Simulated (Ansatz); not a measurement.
Bulk crystal (Cs) after relaxation:

```
CELL_PARAMETERS angstrom
0.00000 3.94834 3.94834
3.94834 0.00000 3.94834
3.94834 3.94834 0.00000
ATOMIC_POSITIONS crystal
Cs 0.00000 0.00000 0.00000
```

Miller indices refer to the conventional cell of Fm-3m (No. 225), a = 7.897 Å, b = 7.897 Å, c = 7.897 Å, α = 90.00°, β = 90.00°, γ = 90.00°.

Consider the (110) slab of 4 planes, 8.4 Å thick with 15 Å of vacuum as cut; outer planes Cs (top) and Cs (bottom), all atoms relaxed.

All numbers below come from DFT r2SCAN, scalar-relativistic, plane waves, PAW in Ansatz 0.2.0. Settings: cutoff 500 eV, Γ-centred mesh 6×5×1 on the computed 4-atom cell, Gaussian smearing of 0.10 eV; no spin polarisation. A dipole correction removes the field between periodic images along c.

The surface energy is small: either the cut is weakly bound (this functional has no dispersion correction), or the bulk reference is not the lowest structure.

Q: Give the surface energy (mean of both faces).

A: 0.08 J/m².

Q: Give the work function.

A: 1.87 eV.

Q: The top two planes lie 2.792 Å apart in the bulk. How does relaxation change this?

A: The spacing becomes 2.792 Å (0.0 %).

Spin-orbit coupling is left out, which matters for the bands of heavy elements. In some of the runs charge leaks into the vacuum, so their work functions can be off.

The reference crystal is the fcc form of Cs, which isn't its usual structure.